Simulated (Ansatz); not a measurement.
Here is the system:

Nb3Ir (A15, Cr3Si type)

```yaml
crystal:
  lattice:
    - [10.16091, 0.00000, 0.00000]
    - [5.08046, 5.08046, 0.00000]
    - [5.08046, 0.00000, 5.08046]
  atoms:
    - { symbol: Nb, position: [0.12500, 0.25000, 0.00000] }
    - { symbol: Nb, position: [0.62500, 0.25000, 0.00000] }
    - { symbol: Nb, position: [0.87500, 0.75000, 0.00000] }
    - { symbol: Nb, position: [0.37500, 0.75000, 0.00000] }
    - { symbol: Nb, position: [0.87500, 0.00000, 0.50000] }
    - { symbol: Nb, position: [0.37500, 0.00000, 0.50000] }
    - { symbol: Nb, position: [0.12500, 0.00000, 0.50000] }
    - { symbol: Nb, position: [0.62500, 0.00000, 0.50000] }
    - { symbol: Nb, position: [0.62500, 0.50000, 0.25000] }
    - { symbol: Nb, position: [0.12500, 0.50000, 0.25000] }
    - { symbol: Nb, position: [0.37500, 0.50000, 0.75000] }
    - { symbol: Nb, position: [0.87500, 0.50000, 0.75000] }
    - { symbol: Ir, position: [0.75000, 0.50000, 0.50000] }
    - { symbol: Ir, position: [0.25000, 0.50000, 0.50000] }
    - { symbol: Ir, position: [0.00000, 0.00000, 0.00000] }
    - { symbol: Ir, position: [0.50000, 0.00000, 0.00000] }
```

The atoms are displaced by Q × the pattern below (from a DFPT mode at R = (0.5, 0.5, 0.5), largest move 1; Q in Å), at fixed cell. It is one choice among 4 degenerate patterns. (q is in reciprocal vectors of the primitive cell; the cell shown is doubled to hold the pattern.)

| atom | x | y | z |
|---|---|---|---|
| Nb1 | 0.352 | 0.000 | -0.173 |
| Nb2 | -0.352 | 0.000 | 0.173 |
| Nb3 | -0.352 | 0.000 | -0.173 |
| Nb4 | 0.352 | 0.000 | 0.173 |
| Nb5 | 0.000 | 0.112 | -0.994 |
| Nb6 | 0.000 | -0.112 | 0.994 |
| Nb7 | 0.000 | 0.112 | 0.994 |
| Nb8 | 0.000 | -0.112 | -0.994 |
| Nb9 | 0.061 | 0.642 | 0.000 |
| Nb10 | -0.061 | -0.642 | 0.000 |
| Nb11 | 0.061 | -0.642 | 0.000 |
| Nb12 | -0.061 | 0.642 | 0.000 |

Atoms not listed stay in place.

Computed with LDA (plane waves to 420 eV, PAW, scalar-relativistic; Ansatz, a program for electronic structure). k mesh 9×9×9 (Γ-centred), Fermi-Dirac smearing 0.05 eV. Energies are smeared free energies. With partly filled bands, energies and forces of such displacements shift with the k mesh and the smearing. Nb3Ir is run without spin polarisation. Nb3Ir was relaxed with its symmetry unable to fall. Spin-orbit coupling is left out, though Ir is heavy. ΔE is measured from the undisplaced structure.

The scan covers Q from -0.180 to 0.180 Å in 13 points.

### Question
Which space group does the distorted structure have?

### Answer
F222 (No. 22), lowered from Pm-3n.

### Question
What is the energy change at Q = 0.180 Å?

### Answer
692 meV/cell.

### Question
What harmonic wavenumber does the curvature at Q = 0 give?

### Answer
140 cm⁻¹.

(For displaced atoms, the force is minus the slope of the energy, and its curvature is a force constant, which sets phonon frequencies.)
